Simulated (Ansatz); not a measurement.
The calculation used Ansatz 0.2.0, DFT PBE, scalar-relativistic, plane waves, PAW. Cutoff 420 eV, Γ-centred meshes of about 0.25 Å⁻¹ or finer for metals and 0.3 Å⁻¹ for insulators (2π included), Gaussian smearing. No spin polarisation.

Temperature and zero-point effects are left out.

Two relaxed structures of Ge2Sb2O:

A.

```xyz
5
Lattice="-2.0959 5.7089 2.9395 2.0959 -5.7089 2.9395 2.0959 5.7089 -2.9395" Properties=species:S:1:pos:R:3 pbc="T T T"
Ge    0.0000    7.3289    0.1233
Ge    0.0000    4.0889    0.1233
Sb    0.0000    1.6333    1.3219
Sb    2.0959    4.0756   -1.6176
O     0.0000    5.7089    0.9898
```

B.

```xyz
10
Lattice="5.7289 -3.5187 0.0000 5.7289 3.5187 0.0000 0.0000 0.0000 6.7708" Properties=species:S:1:pos:R:3 pbc="T T T"
Ge    7.3360    2.4160    1.5538
Ge    4.1217    2.4160    1.5538
Ge    7.3360   -2.4160    4.9392
Ge    4.1217   -2.4160    4.9392
Sb    7.3649   -1.9914    2.2454
Sb    4.0929   -1.9914    2.2454
Sb    4.0929    1.9914    5.6308
Sb    7.3649    1.9914    5.6308
O     5.7289    1.7428    2.1488
O     5.7289   -1.7428    5.5342
```

Question: Which is lower in energy, and by how much?

Answer: They are level within the accuracy (4 meV/atom apart, with B the lower in these runs). A has space group Imm2 (No. 44), 28.1 Å³/atom and no gap on its mesh; B has space group Cmc2_1 (No. 36), 27.3 Å³/atom and a gap of 0.11 eV. In A, Ge has 1 O at 1.84 Å and 3 Sb at 2.72–2.73 Å; around Sb lie 3 Ge at 2.72–2.73 Å; O has 2 Ge at 1.84 Å. In B, Ge has 1 O at 1.84 Å and 3 Sb at 2.72–2.73 Å; around Sb lie 3 Ge at 2.72–2.73 Å; around O lie 2 Ge at 1.84 Å. Both come from trial cells of a structure search, whose lowest cell (P1, 28.2 Å³/atom) lies 29 meV/atom below the lower of the two.

These runs have no spin–orbit coupling, which can matter for Sb. Kohn–Sham gaps at this level usually fall short of measured ones. The missing spin–orbit coupling can work the other way here. The zero gap of Imm2 may come from the functional, which often closes small gaps, or the cell may be a true semimetal. Small gaps are read on the mesh alone, and bands can cross between its points. Cells relaxed within their symmetry can be saddle points. Some candidate types were left out of the draw beforehand, so a known form may be missing.
